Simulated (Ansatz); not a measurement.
A crystal relaxed with r2SCAN in Ansatz has space group Amm2 (No. 38) and a = 4.400 Å, b = 8.810 Å, c = 12.450 Å.

```tsv
atom	site	x	y	z
As	2a	0.0000	0.5000	0.5001
As	4e	0.5000	0.7489	0.2500
Xx	2a	0.0000	0.5000	0.0005
In	2b	0.5000	0.5000	0.3760
In	4d	0.0000	0.7591	0.1291
In	2b	0.5000	0.5000	0.8653
```

The HSE06 gap is indirect, 0.01 eV (Σ₀–Γ (0.90 of the way from Σ₀) to Γ), below the direct gap of 0.10 eV at Γ. (With 0.02 eV of smearing so small a gap leaves both edges partly filled, and it could close between the points sampled.) With PBE the valence top lies at Σ₀–Γ (0.80 of the way from Σ₀) and the conduction bottom at Γ–S (0.10 of the way from Γ), 0.01 eV higher; the smallest vertical gap, at Σ₀–Γ (0.90 of the way from Σ₀), is 0.02 eV. (With 0.02 eV of smearing so small a gap leaves both edges partly filled, and it could close between the points sampled.) Least and direct gap differ so little that the kind isn't settled. Meshes: HSE06 4×2×2, PBE 6×4×4.

**Question.** Which element is Xx?
A. Sb
B. P
C. N
D. V

**Answer.** A. Xx is Sb: In₄SbAs₃ as one 8-atom ordering (Amm2) on the zincblende lattice. As is surrounded by 4 In at 2.66–2.69 Å; As is surrounded by 4 In at 2.64–2.70 Å; Sb is surrounded by 4 In at 2.77–2.79 Å; In is surrounded by 4 As at 2.69–2.70 Å; In is surrounded by 3 As at 2.66–2.67 Å and 1 Sb at 2.79 Å; In is surrounded by 2 As at 2.64 Å and 2 Sb at 2.77 Å.

The calculation is spin-unpolarised, and the structure need not be a phase that has been made.

No spin-orbit coupling is included; it can move band edges with weight on the heavy atoms by tenths of an eV.

Where an edge lies off the special points, it is a point of the mesh or the k point where a search put PBE's edge or least direct gap, reused for the other functionals, whose own edges may lie a little apart; PBE's own value is read along its path and can be a few hundredths of an eV high.

The meshes of the hybrids are coarse, so their gaps aren't converged to the digits shown.
